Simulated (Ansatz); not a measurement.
## SnSe2: excitons and shallow donors from band masses and screening

Computed with DFT PBE+D3(BJ), scalar-relativistic, plane waves, PAW (Ansatz).

Plane waves to 420 eV, a k mesh through Γ of 12×12×6 on the computed 3-atom cell and Gaussian smearing (0.02 eV); no spin polarisation.

Relaxed cell: P-3m1, a = 3.839 Å, b = 3.839 Å, c = 6.011 Å, α = 90.00°, β = 90.00°, γ = 120.00°, 3 atoms in the primitive cell.

The calculation gives a Kohn–Sham gap of 0.34 eV, an electron mass of 0.26 mₑ and a hole mass of 0.543 mₑ (harmonic means over x, y, z and over the bands degenerate at each edge), and ε∞ = 14.34 (independent particles, mean of the diagonal). Masses and screening differ among the axes, which the isotropic model averages.

Question: Estimate the binding energy and radius of a Wannier–Mott exciton and of a shallow donor, and say whether the hydrogenic model can hold.

Answer: The reduced mass is μ = mₙmₕ/(mₙ + mₕ) = 0.176 mₑ, with mₙ and mₕ the band masses. With E_b = 13.606 eV × μ/ε² and a = 0.529 Å × ε/μ (μ in mₑ) the exciton has E_b = 11.6 meV and a = 43 Å. For a donor μ is the electron mass: 17.2 meV and 29 Å. The exciton's radius is 11 times the shortest lattice vector (3.84 Å), so the continuum picture is reasonable. In a polar crystal the ions screen too, so a state bound more weakly than an optical phonon feels the larger static constant, which lowers the energy and widens the orbit. The other way, the small Kohn–Sham gap and the missing local fields make ε∞ too large and the masses tend to be too light, which underbinds. The edges lie at different points of the zone, so the exciton is indirect.